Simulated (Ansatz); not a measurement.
The cell below belongs to a search over invented structures; it isn't taken from experiment.

Input and command of a plane-wave DFT calculation in Ansatz:

```yaml
crystal:
  lattice:
    - [5.4362339079, 0.3473108662, 0.2293933396]
    - [0.928986257, 5.4046834188, 0.0667948373]
    - [1.2651595091, 0.4949033303, 10.1933617095]
  atoms:
    - { symbol: Sn, position: [0.5095119606, 0.2912563138, 0.8644699486] }
    - { symbol: Sn, position: [0.2978653161, 0.6042060906, 0.1429199807] }
    - { symbol: P, position: [0.7645217643, 0.1446504155, 0.0779044959] }
    - { symbol: P, position: [0.9354031687, 0.2692628678, 0.4070689754] }
    - { symbol: P, position: [0.0953652736, 0.7140646385, 0.8929302423] }
    - { symbol: P, position: [0.2786499709, 0.963092907, 0.4151487305] }
    - { symbol: P, position: [0.1896958465, 0.2679970926, 0.5550268169] }
    - { symbol: P, position: [0.1783922113, 0.0254725844, 0.9926942798] }
    - { symbol: P, position: [0.9484681255, 0.9893063717, 0.5754485515] }
    - { symbol: P, position: [0.8021263624, 0.730690718, 0.0763879784] }
basis:
  ecutwfc: 420
kpoints:
  mp_grid: { grid: [4, 4, 2] }
hamiltonian:
  xc: pbe
scf:
  occupations: { method: gaussian, width: 0.1 }
  lower_state_search: "off"
output:
  forces: true
  stress: true
  eigenvalues: true
relax:
  adjacent_minimum: "off"
  f_tol: 0.04
  max_steps: 70
  cell: { stress_tol: 0.4 }
```

```bash
ansatz run input.yaml --threads 1 --pin off --max-ram 2560MiB --backend cpu --events-out ev --progress --plain --runs-dir out
```

Processor: Intel(R) Xeon(R) Processor @ 2.50GHz (Skylake/Cascade Lake), 1 thread, on a host shared with other jobs.

Problem. How long does it run, and how much memory does it take?

Solution. About 5.7 min, peak memory 0.57 GiB. It solves 44 bands at 20 k points (after reduction by symmetry) with about 5795 plane waves (on the last cell), in 58 SCF iterations over 8 ionic steps.
